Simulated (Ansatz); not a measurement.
Relaxed InP (zinc blende):

```
InP
1.0
    0.00000     2.97977     2.97977
    2.97977     0.00000     2.97977
    2.97977     2.97977     0.00000
P In
1 1
Direct
  0.75000   0.75000   0.75000
  0.00000   0.00000   0.00000
```

In this cell atom 1 (P, nearest neighbour In at 2.581 Å; its periodic images, 4.2 Å or more away, move with it) is moved by s along Cartesian x, unit vector (1.000, 0.000, 0.000); all other atoms and the cell stay fixed.

Computed with PBE (plane waves to 420 eV, PAW, scalar-relativistic; Ansatz, a first-principles code). k mesh 8×8×8 (Γ-centred), Fermi-Dirac smearing 0.05 eV. F∥ is the force on the atom along that direction. InP was relaxed with its symmetry unable to fall. 

```tsv
s (Å)	F∥ (eV/Å)
-0.260	1.788
-0.208	1.457
-0.156	1.109
-0.104	0.747
-0.052	0.376
0.000	0.000
0.052	-0.376
0.104	-0.747
0.156	-1.109
0.208	-1.457
0.260	-1.788
```

**Question.** What is the force constant k = d²E/ds² of this move at s = 0?

**Answer.** 7.24 eV/Å². The forces along the line at the two nearest points give (0.376 − (-0.376)) / (2·0.052) = 7.23 eV/Å²; the next pair corrects for the finite step.

**Question.** With two atoms in the cell this is the zone-centre optical mode. What wavenumber follows (transverse: no LO-TO term)?

**Answer.** 284 cm⁻¹. Reduced mass μ = 24.39 u; ν̃ = 521.5·√(k/μ) with k = 7.24 eV/Å².

(A displaced cell: forces are minus the slopes of the energy, force constants its curvatures, and phonons follow from these.)
